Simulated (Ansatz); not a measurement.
LaN:
```
LaN
1.0
    4.43596     0.00000     0.00000
    0.00000     4.43596     0.00000
    0.00000     0.00000     3.71856
La N
2 2
Direct
  0.50000   0.00000   0.26231
  0.00000   0.50000   0.73769
  0.50000   0.50000   0.00000
  0.00000   0.00000   0.00000
```

Relaxed with HSE06.

**Question.** Give the Bader charges and basin volumes of the independent atoms, DFT-HSE06 in the program Ansatz with PAW potentials.

**Answer.** 

```json
[
 {"atom": "La1", "Bader charge (e)": "+1.76", "Bader volume (Å³)": "20.2"},
 {"atom": "N3", "Bader charge (e)": "-1.76", "Bader volume (Å³)": "16.4"}
]
```

Space group P4/nmm. The workflow started from a Materials Project entry (that database holds measured and hypothetical structures alike); the Crystallography Open Database copy checked does not list it. COD files the formula under space group No. 225. Its standing as an ambient phase is unchecked. The HSE06 relaxation kept the symmetry of its start; whether a distortion lowers the energy is not shown. Spin–orbit coupling is left out wherever it is not named.

Potentials: the later of the program's two PAW sets.
